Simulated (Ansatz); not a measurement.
## From the elastic tensor of ZrSc at 6 GPa (stress–strain coefficients) to moduli and sound speeds

Level of theory: DFT LDA, scalar-relativistic, plane waves, PAW in Ansatz 0.2.0. Cutoff 420 eV, 15×15×8 k-points (Γ-centred), Fermi-Dirac smearing of 0.15 eV. No spin polarisation.

Symmetry: P-6m2, No. 187, hexagonal system. The conventional cell has a = 3.101 Å, b = 3.101 Å, c = 4.951 Å, α = 90.00°, β = 90.00°, γ = 120.00°. Around Zr (site symmetry -6m2) lie 6 Sc at 3.05 Å and 6 Zr at 3.10 Å. Sc (site symmetry -6m2) is surrounded by 6 Zr at 3.05 Å and 6 Sc at 3.10 Å.

In a metal, frequencies and elastic constants depend on the k mesh and the smearing, soft modes and shear constants most. Other phases may be more stable at this pressure.

Relaxed-ion constants (GPa, on the Cartesian axes of the calculation):
C11 = 150.0, C12 = 68.7, C13 = 73.7, C22 = 150.0, C23 = 73.7, C33 = 159.8, C44 = 34.0, C55 = 34.0, C66 = 40.6 GPa; the others vanish.

Density 5.486 g/cm³; 2 atoms in 41.22 Å³.

The values that follow are for a polycrystal of randomly turned grains, by Hill's mean where one number stands.

With S = C⁻¹: B_V = (C11+C22+C33+2(C12+C13+C23))/9, G_V = (C11+C22+C33−C12−C13−C23+3(C44+C55+C66))/15, 1/B_R = S11+S22+S33+2(S12+S13+S23), 15/G_R = 4(S11+S22+S33−S12−S13−S23)+3(S44+S55+S66); Hill is their mean. Then v_l = √((B+4G/3)/ρ), v_t = √(G/ρ), v_m = [(2/v_t³+1/v_l³)/3]^(−1/3) and Θ = (ħ/k_B)·v_m·(6π²n/V)^(1/3) for n atoms in the volume V; E = 9BG/(3B+G), ν = (3B−2G)/(2(3B+G)) and A^U = 5G_V/G_R + B_V/B_R − 6.

| Property | Result |
| --- | --- |
| Bulk modulus, Voigt / Reuss / Hill | 99.1 / 98.9 / 99.0 GPa |
| Shear modulus, Voigt / Reuss / Hill | 38.0 / 37.6 / 37.8 GPa |
| Young's modulus | 101 GPa |
| Poisson ratio | 0.331 |
| Pugh ratio B/G | 2.62 |
| Universal anisotropy index | 0.04 |
| Longitudinal and transverse sound speeds | 5218 and 2625 m/s |
| Debye temperature from the mean sound speed | 320 K |

Whether ZrSc exists in this form wasn't checked.